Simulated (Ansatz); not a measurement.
CuI:
```
CELL_PARAMETERS angstrom
      0.00000     2.96970     2.96970
      2.96970     0.00000     2.96970
      2.96970     2.96970     0.00000
ATOMIC_POSITIONS crystal
  I  0.75000 0.75000 0.75000
  Cu 0.00000 0.00000 0.00000
```

Relaxed with PBEsol. Special points in fractions of this cell's reciprocal vectors: Γ (0.000, 0.000, 0.000); X (0.500, 0.000, 0.500); U (0.625, 0.250, 0.625); K (0.375, 0.375, 0.750); L (0.500, 0.500, 0.500); W (0.500, 0.250, 0.750).

### Question
List the band energies nearest the valence-band maximum at these points for the program Ansatz at the PBEsol level (PAW).

### Answer
In eV from the valence-band maximum; about four levels below and three above (degenerate sets whole), none deeper than 8.9 eV; points with the same levels are listed once.

```csv
k,below,above
Γ,-2.14 -2.14 0.00 0.00 0.00,1.17 4.77 4.77 4.77
X,-2.08 -2.04 -1.74 -1.74,2.47 2.80 9.49
U,-2.11 -1.99 -1.75 -1.45,2.95 4.66 7.62
L,-2.11 -2.11 -2.06 -0.82 -0.82,2.11 5.33 5.33
W,-2.21 -2.05 -1.85 -1.48,4.55 4.70 6.00
```

Space group F-43m (zinc blende). Symmetry was held in the PBEsol relaxation. No spin polarisation was allowed. Scalar-relativistic: spin–orbit coupling is off unless named, which matters more the heavier the elements.

Potentials: the later of the program's two PAW sets.
